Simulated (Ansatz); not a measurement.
# PbO, one cell by several methods

```
CELL_PARAMETERS angstrom
3.97440 0.00000 0.00000
0.00000 3.97440 0.00000
0.00000 0.00000 5.02200
ATOMIC_POSITIONS crystal
Pb 0.00000 0.50000 0.23510
Pb 0.50000 0.00000 0.76490
O 0.00000 0.00000 0.00000
O 0.50000 0.50000 0.00000
```

Atom numbers follow the list: Pb1, Pb2, O3, O4.

Structure: COD 9012700, as refined from experiment and not relaxed.

No spin–orbit coupling, which matters for the heavy atoms here.

Levels of theory: DFT, PBE, PAW with Ansatz's default frozen-core files, scalar-relativistic (Ansatz 0.2.0); DFT, PBE, all-electron PAW with datasets made for the crystal, scalar-relativistic (Ansatz 0.2.0); DFT, PBE, all-electron LAPW, scalar-relativistic (Ansatz 0.2.0).

For PAW: a Γ-centred 8×8×6 k mesh, Fermi–Dirac smearing of 0.03 eV, cutoff 420 eV, no spin polarisation. The crystal-made all-electron datasets (AE datasets) take a cutoff of 320 eV at this cell. LAPW targets a basis error of 0.5 meV/atom. The Ansatz runs share mesh, smearing and spin set-up. Plane-wave (PAW) pressures include the program's estimate of the Pulay term.

Stress and pressure are positive in compression.

Levels count from the top of the valence band.

```
                      quantity     PAW  AE datasets    LAPW
                pressure (GPa)    4.86         4.89    4.89
               stress xx (GPa)    5.19         5.22    5.22
               stress zz (GPa)    4.21         4.23    4.22
        force on Pb1, z (eV/Å)   0.452        0.455   0.455
                 band gap (eV)   1.236        1.237   1.237
highest filled level at Z (eV)  -0.966       -0.966  -0.966
  lowest empty level at Z (eV)   1.971        1.973   1.973
highest filled level at X (eV)  -1.676       -1.675  -1.675
  lowest empty level at X (eV)   3.402        3.404   3.404
highest filled level at R (eV)  -1.016       -1.016  -1.016
  lowest empty level at R (eV)   3.080        3.082   3.082
```

PAW's pressure differs from the LAPW value by -0.02 GPa.
